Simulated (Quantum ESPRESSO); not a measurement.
**Band energies of Ba2MoZnO6**

```
CELL_PARAMETERS angstrom
      0.00000     4.12040     4.12040
      4.12040     0.00000     4.12040
      4.12040     4.12040     0.00000
ATOMIC_POSITIONS crystal
  O  0.76238 0.23762 0.23762
  O  0.23762 0.76238 0.76238
  O  0.23762 0.76238 0.23762
  O  0.76238 0.23762 0.76238
  O  0.23762 0.23762 0.76238
  O  0.76238 0.76238 0.23762
  Zn 0.50000 0.50000 0.50000
  Mo 0.00000 0.00000 0.00000
  Ba 0.25000 0.25000 0.25000
  Ba 0.75000 0.75000 0.75000
```

PBEsol (Quantum ESPRESSO, PseudoDojo norm-conserving, 84 Ry, scalar-relativistic); path ΓXWKΓLUWLK,UX; energies in eV from the valence-band maximum.

```csv
k (1/Å),point,band 41,band 42,band 43,band 44,band 45,band 46,band 47,band 48
0.00,Γ,-0.37,-0.37,0.00,0.00,0.00,2.51,2.51,2.51
0.19,,-0.45,-0.45,-0.11,-0.11,-0.01,2.45,2.58,2.58
0.38,,-0.68,-0.63,-0.33,-0.33,-0.02,2.31,2.75,2.75
0.57,,-0.89,-0.89,-0.57,-0.57,-0.04,2.19,2.93,2.93
0.76,X,-0.81,-0.81,-0.76,-0.76,-0.05,2.15,3.00,3.00
0.76,W,-1.12,-0.80,-0.70,-0.35,-0.35,2.55,2.55,3.00
1.03,K,-0.99,-0.65,-0.63,-0.50,-0.20,2.32,2.84,2.90
1.23,,-1.03,-0.47,-0.45,-0.43,-0.13,2.51,2.64,2.76
1.44,,-0.73,-0.49,-0.28,-0.20,-0.06,2.51,2.61,2.63
1.84,Γ,-0.37,-0.37,0.00,0.00,0.00,2.51,2.51,2.51
2.01,,-0.36,-0.36,-0.07,-0.07,-0.04,2.50,2.54,2.54
2.17,,-0.37,-0.37,-0.16,-0.16,-0.15,2.50,2.58,2.58
2.34,,-0.51,-0.51,-0.29,-0.11,-0.11,2.49,2.61,2.61
2.50,L,-0.58,-0.58,-0.37,-0.07,-0.07,2.48,2.62,2.62
2.73,,-0.60,-0.53,-0.48,-0.36,-0.20,2.47,2.66,2.74
2.97,U,-0.99,-0.65,-0.63,-0.50,-0.20,2.32,2.84,2.90
2.97,W,-1.12,-0.80,-0.70,-0.35,-0.35,2.55,2.55,3.00
3.24,,-0.64,-0.61,-0.43,-0.39,-0.27,2.53,2.57,2.81
3.37,,-0.58,-0.52,-0.39,-0.22,-0.12,2.51,2.60,2.67
3.51,L,-0.58,-0.58,-0.37,-0.07,-0.07,2.48,2.62,2.62
3.62,,-0.57,-0.54,-0.38,-0.18,-0.10,2.50,2.61,2.65
3.74,,-0.60,-0.53,-0.48,-0.36,-0.20,2.47,2.66,2.74
3.86,,-0.96,-0.59,-0.58,-0.35,-0.28,2.40,2.76,2.84
3.97,K,-0.99,-0.65,-0.63,-0.50,-0.20,2.32,2.84,2.90
3.97,U,-0.99,-0.65,-0.63,-0.50,-0.20,2.32,2.84,2.90
4.24,X,-0.81,-0.81,-0.76,-0.76,-0.05,2.15,3.00,3.00
```

The PBEsol gap is indirect, 2.15 eV, from Γ to X; the smallest direct gap is 2.19 eV.

Spin-orbit splittings are left out.

Geometry of the Materials Project entry, not relaxed at this level.

The structure is a Materials Project entry; no match was found in the copy of COD used, and its stability was not checked.
